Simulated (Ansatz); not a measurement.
**4 guesses for K3Zr2S and where they end**

The calculation used DFT PBE, scalar-relativistic, plane waves, PAW in Ansatz. All cells share a 420 eV cutoff and Γ-centred k meshes spaced at most about 0.3 Å⁻¹ (about 0.25 or finer for metals, 2π included). Collinear spin in cells that started with moments and kept them past the coarse steps, no spin elsewhere.

Each guess was relaxed in cell and atoms at zero pressure, within the symmetry of its start. All energies are static (0 K, no zero-point motion). Coordination counts K or Zr atoms around S (for each partner element, those within 1.25 times its shortest distance or 1.15 times the sum of covalent radii, where it is the nearest in units of that sum or under 1.3; a plus sign parts groups by distance over the sum of covalent radii; the shortest distance is added where it exceeds 1.18 times the sum of covalent radii).

| guess | made from | start group | V start (Å³/atom) | end group | V end (Å³/atom) | coordination at the end | gap on mesh (eV) | largest moment (μB) | E over the lowest end (meV/atom) |
| --- | --- | --- | --- | --- | --- | --- | --- | --- | --- |
| 1 | CaSm2S3 type | P-3m1 | 25.3 | P-3m1 | 35.7 | S 6+2 | 0 | 1.1 | 0 |
| 2 | Eu2Ge3Au type | P-6m2 | 29.0 | P-6m2 | 33.2 | S 5 | 0 | - | 53 |
| 3 | random cell | P6/mmm | 17.5 | ? | ? | ? | ? | ? | ? |
| 4 | CeSi2Ir3 type | P6/mmm | 25.9 | P6/mmm | 33.6 | S 6 from 3.4 Å | 0 | 1.6 | 347 |

Guess 3 as it starts:

```
K Zr S
1.0
     4.17509    0.00000    0.00000
    -2.08755    3.61573    0.00000
     0.00000    0.00000    6.95064
K Zr S
3 2 1
Direct
  0.50000 0.00000 0.50000
  0.00000 0.50000 0.50000
  0.50000 0.50000 0.50000
  0.33333 0.66667 0.00000
  0.66667 0.33333 0.00000
  0.00000 0.00000 0.50000
```

Question: Predict the end of this guess and its energy over the lowest end.

Answer: It ends in space group P6/mmm (No. 191), with a = 6.145 Å, c = 7.157 Å, 39.0 Å³/atom and no gap, with moments up to 2.0 μB. It lies 0.32 eV/atom over the lowest end, above guess 2 and below guess 4. Counting K or Zr atoms around S, this end has S 6 and the lowest (guess 1) has S 6+2.

```
K Zr S
1.0
     6.14493    0.00000    0.00000
    -3.07246    5.32166    0.00000
     0.00000    0.00000    7.15691
K Zr S
3 2 1
Cartesian
  3.0725 0.0000 3.5785
  -1.5362 2.6608 3.5785
  1.5362 2.6608 3.5785
  0.0000 3.5478 0.0000
  3.0725 1.7739 0.0000
  0.0000 0.0000 3.5785
```

Formation energies are uncorrected and refer to the elements' standard structures at the same level.

Question: Is the lowest end bound against the elements?

Answer: No: its formation energy is +0.67 eV/atom. The separate elements lie lower, so it is unstable against them.

The reference form of S is held partly by dispersion forces, which this level lacks. The magnetic state reached may not be the lowest. Cells relaxed within their symmetry can be saddle points. A lower structure may well exist outside this small set. Some structure types and database cells were kept out of the candidates from the start, so a known form may be missing.
